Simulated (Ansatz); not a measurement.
Compressing InGa₂N₃

The calculation used DFT PBEsol, scalar-relativistic, plane waves, PAW (Ansatz). Run with 420 eV cutoff, 6×6×6 k-mesh, Gaussian smearing of 0.02 eV, no spin polarisation.

The relaxed crystal:

```
In Ga N
1.0
     4.95301   -2.85687    0.00000
     4.95301    2.85687    0.00000
     0.00000    0.00000    5.33559
In Ga N
2 4 6
Direct
  0.32522 0.67478 0.98975
  0.67478 0.32522 0.48975
  0.00699 0.33388 0.99264
  0.66612 0.99301 0.99264
  0.99301 0.66612 0.49264
  0.33388 0.00699 0.49264
  0.02648 0.33364 0.35895
  0.66636 0.97352 0.35895
  0.97352 0.66636 0.85895
  0.33364 0.02648 0.85895
  0.30788 0.69212 0.39507
  0.69212 0.30788 0.89507
```

Cell and atoms are relaxed at each pressure within the symmetry of the start, at zero temperature, so transitions that lower the symmetry aren't seen. The k-mesh given is that at zero pressure and may differ at others. a, b and c are the lengths of the cell vectors above. Gaps are Kohn–Sham gaps over the whole zone.

Pressures computed: -1, 1, 4, 12, 25 GPa.

(1) At which pressure does the cell have a = 5.603, b = 5.603 and c = 5.224 Å?

Answers

(1) About 12 GPa, where V/V0 = 0.940 and the gap is 1.30 eV.